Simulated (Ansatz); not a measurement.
input.yaml

```yaml
crystal:
  lattice:
    - [5.3422529149, 0.0, 0.0]
    - [-2.6711264575, 4.6265267378, 0.0]
    - [0.0, 0.0, 7.1615695757]
  atoms:
    - { symbol: Ba, position: [0.0, 0.0, 0.5] }
    - { symbol: Sn, position: [0.6666666667, 0.3333333333, 0.7965568554] }
    - { symbol: Sn, position: [0.0, 0.0, 0.0] }
    - { symbol: Sn, position: [0.6666666667, 0.3333333333, 0.2034431446] }
    - { symbol: Sn, position: [0.3333333333, 0.6666666667, 0.2034431446] }
    - { symbol: Sn, position: [0.3333333333, 0.6666666667, 0.7965568554] }
basis:
  ecutwfc: 500
kpoints:
  mp_grid: { grid: [9, 9, 6] }
hamiltonian:
  xc: r2scan
scf:
  occupations: { method: gaussian, width: 0.1 }
output:
  forces: true
  stress: true
  eigenvalues: true
relax:
  adjacent_minimum: "off"
  f_tol: 0.01
  max_steps: 30
  cell: { stress_tol: 0.1, fix: [volume] }
```

Command:
```bash
ansatz run input.yaml --threads 1 --pin off --max-ram 2560MiB --backend cpu --events-out ev --progress --plain --runs-dir out
```

These are results of Ansatz, DFT r2SCAN, scalar-relativistic, plane waves, PAW, not measurements.

Abridged output (final results; tables in files aren't shown):

```
SCF 4 converged in 5 iterations: F = -36159.327067 eV  dr2 = 7.35e-11
SCF converged after 5 iterations
Free energy (F): -36159.327067 eV
Harris-Foulkes:  -36159.327067 eV  (|F-HF|=0.00e0)
Internal energy: -36159.317585 eV  (E = F + TS)
E sigma→0 (E₀):  -36159.322326 eV
Entropy (-TS):   -0.009483 eV (-1.580 meV/atom)
Fermi energy:    10.537717 eV
--- Per-component energies (eV) ---
  E_band       = -508.359392
  E_kinetic    = 1102.555998
  E_local      = -5308.275111  (includes V_loc(G=0)·N_el)
  E_nonlocal   = -108.778787
  E_hartree    = 3145.209219
  E_xc         = -2032.451748
  E_vxc        = -673.046004  (∫ρ·V_xc dr)
  E_paw        = -26046.214069  (= ΣΔE_a)
  E_vpaw       = -1852.029396  (= ΣTr[D̂ρ^β])
  E_aug_tail   = -0.000002  (compensation charges beyond the density's cutoff)
  E_vtau       = 40.795916  (kinetic-family band-sum trace: ∫τ·v_τ [+ j·A + Jᵃ·Aᵃ] dr)
  E_ewald      = -6915.110100
  E_core_change = 3.747015  (= ΣΔE_core)
  E_smearing   = -0.009483  (= −TS)
--- Forces (eV/Å), atoms counted from 1 ---
  atom   1  Ba     0.00000000     0.00000000     0.00000000
  atom   2  Sn     0.00000000     0.00000000     0.00377658
  atom   3  Sn     0.00000000     0.00000000     0.00000000
  atom   4  Sn     0.00000000     0.00000000    -0.00377658
  atom   5  Sn     0.00000000     0.00000000    -0.00377658
  atom   6  Sn     0.00000000     0.00000000     0.00377658
--- Stress (GPa, compression-positive) ---
        1.257110       0.000000       0.000000
        0.000000       1.257110       0.000000
        0.000000       0.000000       1.250569
  P = ⅓ Tr σ = 1.2549 GPa (12.549 kbar)
--- Band table (eV; the first three rows and the last of 48) ---
  k-point 0: bands = ["-18.6631", "-11.7992", "-11.7515", "-11.7515", "-11.6895", "-11.6895", "-11.6752", "-11.6752", "-11.6745", "-11.6745", "-11.6666", "-11.6081", "-11.6025", "-11.6025", "-11.5983", "-11.5983", "-11.5898", "-11.5898", "-11.5787", "-11.5787", "-11.5463", "-11.5372", "-11.5372", "-11.4865", "-11.4865", "-11.3889", "-3.6408", "-3.5049", "-3.5049", "-0.8545", "2.2744", "4.5778", "5.0409", "7.2396", "7.5967", "7.5967", "7.7934", "8.5988", "8.5988", "9.5248", "9.5248", "10.4945", "10.9696", "11.0699", "11.0699", "12.9990", "12.9990", "13.3617"]
  k-point 1: bands = ["-18.6630", "-11.7973", "-11.7511", "-11.7511", "-11.6895", "-11.6895", "-11.6753", "-11.6753", "-11.6745", "-11.6745", "-11.6645", "-11.6087", "-11.6022", "-11.6022", "-11.5977", "-11.5977", "-11.5896", "-11.5896", "-11.5794", "-11.5794", "-11.5483", "-11.5376", "-11.5376", "-11.4868", "-11.4868", "-11.3912", "-3.6561", "-3.5045", "-3.5045", "-0.7725", "2.0716", "4.7476", "5.0774", "7.4687", "7.5766", "7.6614", "7.6614", "8.5249", "8.5249", "9.3444", "9.3444", "10.3678", "10.8973", "11.3131", "11.3131", "13.2938", "13.2938", "13.3761"]
  k-point 2: bands = ["-18.6628", "-11.7933", "-11.7502", "-11.7502", "-11.6894", "-11.6894", "-11.6755", "-11.6755", "-11.6746", "-11.6746", "-11.6600", "-11.6099", "-11.6014", "-11.6014", "-11.5965", "-11.5965", "-11.5892", "-11.5892", "-11.5811", "-11.5811", "-11.5524", "-11.5386", "-11.5386", "-11.4874", "-11.4874", "-11.3958", "-3.6855", "-3.5038", "-3.5038", "-0.5882", "1.6963", "5.0481", "5.1599", "7.2169", "7.8296", "7.8296", "8.0660", "8.3975", "8.3975", "8.9799", "8.9799", "9.4833", "11.7636", "11.9113", "11.9113", "12.2920", "13.9582", "13.9582"]
  k-point 47: bands = ["-18.6594", "-11.7796", "-11.7714", "-11.7714", "-11.7623", "-11.7161", "-11.6942", "-11.6942", "-11.6629", "-11.6629", "-11.6347", "-11.6347", "-11.6303", "-11.6303", "-11.5915", "-11.5900", "-11.5835", "-11.5695", "-11.5695", "-11.5394", "-11.5394", "-11.5019", "-11.4905", "-11.4807", "-11.4306", "-11.4306", "-3.5946", "-3.5946", "-3.5917", "1.5284", "1.5284", "2.6101", "3.5576", "3.5576", "6.5110", "9.1143", "9.1143", "9.1959", "9.8986", "9.8986", "11.1271", "11.1271", "11.2053", "13.1527", "13.1527", "15.2221", "15.2221", "15.4618"]
--- Relaxed structure (3 steps of the walk, 3 accepted, 1 SCFs on fresh bases) ---
  F+E_penalty+E_count = -36159.32706718 eV   max|allowed force component| = 3.777e-3 eV/Å   (the final SCF, on the basis selected at the relaxed cell)
  cell:  # Å, volume = 177.0059 Å³
    - [5.35427392, 0.0, 0.0]
    - [-2.67713696, 4.63693723, 0.0]
    - [0.0, 0.0, 7.12944845]
  atoms:
    - { symbol: Ba, position: [0.0, 0.0, 0.5] }
    - { symbol: Sn, position: [0.66666666, 0.33333333, 0.79399454] }
    - { symbol: Sn, position: [0.0, 0.0, 0.0] }
    - { symbol: Sn, position: [0.66666666, 0.33333333, 0.20600545] }
    - { symbol: Sn, position: [0.33333333, 0.66666666, 0.20600545] }
    - { symbol: Sn, position: [0.33333333, 0.66666666, 0.79399454] }
```

The relaxation met its thresholds.

It took 4 min on 1 thread of Arm Neoverse V1, with other jobs on the host, peak memory 1 GiB.